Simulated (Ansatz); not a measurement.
SnO2 (rutile)

```
SnO2
1.0
    4.76854     0.00000     0.00000
    0.00000     4.76854     0.00000
    0.00000     0.00000     3.21140
Sn O
2 4
Direct
  0.00000   0.00000   0.00000
  0.50000   0.50000   0.50000
  0.30630   0.30630   0.00000
  0.80630   0.19370   0.50000
  0.19370   0.80630   0.50000
  0.69370   0.69370   0.00000
```

E(V) scan at fixed shape, V₀ the volume above. The atoms relax within the cell's symmetry.

Level of theory: PBEsol (plane waves to 420 eV, PAW, scalar-relativistic; Ansatz, a program for electronic structure). k mesh 7×7×10 (Γ-centred), Fermi-Dirac smearing 0.05 eV. The energy includes the smearing's −TS. Stress and pressure are positive under compression. With the shape held, the modulus is that of even scaling; a crystal free to change shape is softer. SnO2 was relaxed with its symmetry unable to fall. The PAW data are Ansatz's earlier set. ΔE is measured from the relaxed starting cell.

```tsv
V (Å³/atom)	ΔE (meV/atom)
10.954	91.1
11.197	55.9
11.440	30.1
11.684	12.9
11.927	3.1
12.171	0.0
12.414	2.8
12.657	11.0
12.901	23.7
13.144	withheld
13.388	61.1
```

### Question
Fit a third-order Birch-Murnaghan form (E₀, V₀, B₀, B₀′ free) to the given rows and predict ΔE at V = 13.144.

### Answer
Least squares on the 10 given rows: ΔE = E₀ + (9V₀B₀/16)·y²·[2 + (B₀′ − 4)y], y = (V₀/V)^(2/3) − 1, with V₀ = 12.171 Å³/atom, B₀ = 194.4 GPa (160.2 GPa = 1 eV/Å³; the term in eV is multiplied by 1000), B₀′ = 4.99, E₀ = 0.03 meV/atom; root-mean-square residual 0.05 meV/atom. At 13.144 the fit gives 40.5 meV/atom; the calculation gives 40.6 meV/atom, so the interpolation is off by -0.1 (-0.2 %). For the pressure the fit gives -12.3 GPa against the computed -12.3 GPa.

(A scan under strain: stresses follow from slopes of the energy per volume, elastic moduli from its curvatures.)
